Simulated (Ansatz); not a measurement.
Al$_{12}$W:
```xyz
13
Lattice="-3.7691 3.7691 3.7691 3.7691 -3.7691 3.7691 3.7691 3.7691 -3.7691" Properties=species:S:1:pos:R:3 pbc="T T T"
Al     1.3998     2.3272     0.0000
Al     2.3693     1.4419     3.7691
Al     1.3998     5.2110     0.0000
Al     2.3693    -1.4419     3.7691
Al     0.0000     1.3998     2.3272
Al     3.7691     2.3693     1.4419
Al     0.0000     1.3998     5.2110
Al     3.7691     2.3693    -1.4419
Al     2.3272     0.0000     1.3998
Al     1.4419     3.7691     2.3693
Al     5.2110     0.0000     1.3998
Al    -1.4419     3.7691     2.3693
W      0.0000     0.0000     0.0000
```

Relaxed with PBEsol. Special points in fractions of this cell's reciprocal vectors: Γ (0.000, 0.000, 0.000); H (0.500, -0.500, 0.500); N (0.000, 0.000, 0.500); P (0.250, 0.250, 0.250).

### Question
List the band energies nearest the Fermi level at these points for plane-wave PAW PBEsol (Ansatz code).

### Answer
In eV from the Fermi level; about four levels below and three above (degenerate sets whole), none deeper than 8.9 eV; points with the same levels are listed once.

```tsv
k	below	above
Γ	-0.74 -0.74 -0.74 -0.52 -0.52 -0.52	0.36 2.52 2.52
H	-1.51 -0.78 -0.78 -0.78	1.48 1.48 1.48
N	-1.24 -0.17 -0.13 -0.12	0.57 0.86 1.25
P	-1.02 -1.02 -1.02 -0.37 -0.37	1.30 1.30 1.30
```

Space group Im-3. The workflow started from a Materials Project entry (that database holds measured and hypothetical structures alike); the Crystallography Open Database copy checked does not list it. Whether it is the stable phase at ambient conditions was not checked. The cell was relaxed with PBEsol under the symmetry of its start; whether a distortion lowers the energy is not shown. No spin polarisation was allowed. Spin–orbit coupling is left out wherever it is not named.

Potentials: the later of the program's two PAW sets.
